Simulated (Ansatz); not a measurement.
MoS2:
Space group R3m, hexagonal axes (No. 160); a = b = 3.1264 Å, c = 17.9732 Å, α = β = 90.00°, γ = 120.00°

```json
[
 {"atom": "Mo", "site": "3a", "symmetry": "3m", "x": "0.0000", "y": "0.0000", "z": "0.0002"},
 {"atom": "S", "site": "3a", "symmetry": "3m", "x": "0.0000", "y": "0.0000", "z": "0.5805"},
 {"atom": "S", "site": "3a", "symmetry": "3m", "x": "0.0000", "y": "0.0000", "z": "0.7532"}
]
```
(The calculation used a cell of 3 atoms; values per cell refer to that cell.)

Relaxed with LDA.

Decompose the optical modes at the zone centre into irreducible representations, and say which are infrared and Raman allowed.

Point group 3m: Γ_opt = 2A1 + 2E. Infrared: A1, E. Raman: A1, E.

Assign frequencies (DFPT, LDA in the plane-wave PAW code Ansatz; without the LO–TO term).

E 292, E 389, A1 414, A1 470 cm⁻¹.

The LDA relaxation kept the symmetry of its start. The run is not spin-polarised. A crystal of weakly bound layers computed without a dispersion correction: the cell and the soft elastic constants depend strongly on that.

Potentials: the earlier of the program's two PAW sets. The files were generated under PBE; for other functionals the program regenerates the frozen cores, and for LDA and PBEsol the local potential too.
